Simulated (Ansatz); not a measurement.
MgCdS2 in space group P4/mmm (No. 123; Mg on 1d, Cd on 1a, S on 1b, S on 1c) under volume change, DFT-LDA in the program Ansatz with PAW potentials, shape and atoms relaxed at each volume.

```json
[
 {"V (Å³/atom)": "16.512", "E − E(relaxed) (meV/atom)": "48.1", "P (GPa)": "10.28"},
 {"V (Å³/atom)": "17.057", "E − E(relaxed) (meV/atom)": "20.2", "P (GPa)": "6.28"},
 {"V (Å³/atom)": "17.601", "E − E(relaxed) (meV/atom)": "4.8", "P (GPa)": "2.88"},
 {"V (Å³/atom)": "18.146", "E − E(relaxed) (meV/atom)": "0.0", "P (GPa)": "0.00"},
 {"V (Å³/atom)": "18.690", "E − E(relaxed) (meV/atom)": "4.3", "P (GPa)": "-2.44"},
 {"V (Å³/atom)": "19.234", "E − E(relaxed) (meV/atom)": "16.2", "P (GPa)": "-4.52"},
 {"V (Å³/atom)": "19.779", "E − E(relaxed) (meV/atom)": "34.6", "P (GPa)": "-6.28"}
]
```

What does a third-order Birch–Murnaghan fit give for V₀, B₀ and B′?

V₀ = 18.15 Å³/atom, B₀ = 88.3 GPa, B′ = 4.4.

The workflow started from a Materials Project entry (that database holds measured and hypothetical structures alike); the Crystallography Open Database copy checked does not list it. With Mg and Cd taken as one species the cell has the higher symmetry Fm-3m, so it may be an ordered model of a mixed-site phase. Whether it is the stable phase at ambient conditions was not checked. The cell was relaxed with LDA under the symmetry of its start; of distortions, only those at the zone centre were tested.

Potentials: the later of the program's two PAW sets.
